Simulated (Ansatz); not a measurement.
Ga:
```cif
data_Ga2
_chemical_formula_sum 'Ga2'
_space_group_name_H-M_alt 'P 1'
_space_group_IT_number 1
_cell_length_a 4.35411
_cell_length_b 4.35411
_cell_length_c 2.71277
_cell_angle_alpha 90.000
_cell_angle_beta 90.000
_cell_angle_gamma 120.000
loop_
_space_group_symop_operation_xyz
  'x, y, z'
loop_
_atom_site_label
_atom_site_type_symbol
_atom_site_fract_x
_atom_site_fract_y
_atom_site_fract_z
_atom_site_occupancy
Ga1 Ga 0.33333 0.66667 0.00000 1
Ga2 Ga 0.66667 0.33333 0.00000 1
```

This is the PBEsol-relaxed structure.

Problem. All from PBEsol (plane waves, PAW; program Ansatz), unless another level is named. Give the bulk modulus (Birch–Murnaghan fit).

Solution. 48.5 GPa.

Problem. Predict the highest zone-centre frequency.

Solution. 216 cm⁻¹.

Space group P6/mmm. The cell is a constructed one: a structure type filled with these elements; neither database checked (COD, Materials Project) lists it. It is not the phase usual at ambient conditions (space group No. 64). Symmetry was held in the PBEsol relaxation. At this level the phase is dynamically unstable (imaginary phonons). As this level gives no gap, phonon frequencies hold no LO–TO term and depend on the k-mesh and smearing (Fermi–Dirac, 0.1 eV here).

Potentials: the earlier of the program's two PAW sets. The files were generated under PBE; for other functionals the program regenerates the frozen cores, and for LDA and PBEsol the local potential too.
